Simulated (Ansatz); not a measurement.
Rb:
```xyz
1
Lattice="-2.6854 2.6854 2.6854 2.6854 -2.6854 2.6854 2.6854 2.6854 -2.6854" Properties=species:S:1:pos:R:3 pbc="T T T"
Rb     0.0000     0.0000     0.0000
```

Relaxed with LDA. Special points in fractions of this cell's reciprocal vectors: Γ (0.000, 0.000, 0.000); H (0.500, -0.500, 0.500); N (0.000, 0.000, 0.500); P (0.250, 0.250, 0.250).

### Question
List the band energies nearest the Fermi level at these points for plane-wave PAW LDA (Ansatz code).

### Answer
In eV from the Fermi level; about four levels below and three above (degenerate sets whole), none deeper than 8.9 eV; points with the same levels are listed once.

```json
[
 {"k": "Γ", "below": "-2.23", "above": "3.71 3.71 3.71"},
 {"k": "H", "below": "–", "above": "1.14 1.14 3.67 3.67 3.67"},
 {"k": "N", "below": "–", "above": "0.14 0.96 2.53"},
 {"k": "P", "below": "–", "above": "1.36 1.36 1.36"}
]
```

Space group Im-3m (bcc (W type)). The LDA relaxation kept the symmetry of its start. Spin–orbit coupling is left out wherever it is not named.

Potentials: the later of the program's two PAW sets.
